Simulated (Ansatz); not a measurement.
Theory: DFT PBE, scalar-relativistic, plane waves, PAW (Ansatz). All cells share a 420 eV cutoff and Γ-centred k meshes spaced at most about 0.3 Å⁻¹ (about 0.25 or finer for metals, 2π included). Collinear spin in cells that started with moments and kept them past the coarse steps, no spin elsewhere.

These are static total energies at zero pressure. All come from trial cells, and lower structures may exist.

Question: Order these relaxed structures of Cs4N3 by energy, lowest first, with the energy over the lowest of them.
A.

```xyz
7
Lattice="6.2630 0.0000 0.0000 0.0000 6.2630 0.0000 0.0000 0.0000 6.2630" Properties=species:S:1:pos:R:3 pbc="T T T"
Cs    3.1315    3.1315    3.1315
Cs    3.1315    0.0000    0.0000
Cs    0.0000    3.1315    0.0000
Cs    0.0000    0.0000    3.1315
N     3.1315    3.1315    0.0000
N     0.0000    3.1315    3.1315
N     3.1315    0.0000    3.1315
```

B.

```xyz
7
Lattice="6.9620 0.0000 0.0000 0.0000 6.9620 0.0000 0.0000 0.0000 6.9620" Properties=species:S:1:pos:R:3 pbc="T T T"
Cs    5.3400    1.6220    1.6220
Cs    1.6220    5.3400    1.6220
Cs    1.6220    1.6220    5.3400
Cs    5.3400    5.3400    5.3400
N     0.0000    0.0000    3.4810
N     3.4810    0.0000    0.0000
N     0.0000    3.4810    0.0000
```

Answer: A (0 meV/atom), B (53 meV/atom). Forms: A Pm-3m, moments up to 1.6 μB; B P-43m, moments up to 1.5 μB. Counting N atoms around Cs (those within 1.25 times the shortest such distance or 1.15 times the sum of covalent radii; a slash parts the counts of unlike sites): A has Cs 4/6; B has Cs 3. Even the lowest lies +1.11 eV/atom against the elements.

The magnetic state reached may not be the lowest. Cells relaxed within their symmetry can be saddle points. Some candidate types were left out of the draw beforehand, so a known form may be missing.
